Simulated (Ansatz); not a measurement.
SiC:
```yaml
crystal:
  lattice:
    - [0.00000, 2.17845, 2.17845]
    - [2.17845, 0.00000, 2.17845]
    - [2.17845, 2.17845, 0.00000]
  atoms:
    - { symbol: Si, position: [0.75000, 0.75000, 0.75000] }
    - { symbol: C, position: [0.00000, 0.00000, 0.00000] }
```

Tensor components refer to the Cartesian frame of this cell.

Q: Give the high-frequency dielectric tensor and the Born effective charge tensors of the independent atoms from DFPT, plane-wave PAW PBEsol (Ansatz code).

A: 
ε∞:
```
7.06  0.00  0.00
0.00  7.06  0.00
0.00  0.00  7.06
```
Z* of atom 1 (Si), rows: field, columns: displacement, in e:
```
2.72  0.00  0.00
0.00  2.72  0.00
0.00  0.00  2.72
```
Z* of atom 2 (C), rows: field, columns: displacement, in e:
```
-2.72   0.00   0.00
 0.00  -2.72   0.00
 0.00   0.00  -2.72
```

Space group F-43m (zinc blende). Symmetry was held in the PBEsol relaxation.

Potentials: the earlier of the program's two PAW sets. The files were generated under PBE; for other functionals the program regenerates the frozen cores, and for LDA and PBEsol the local potential too.
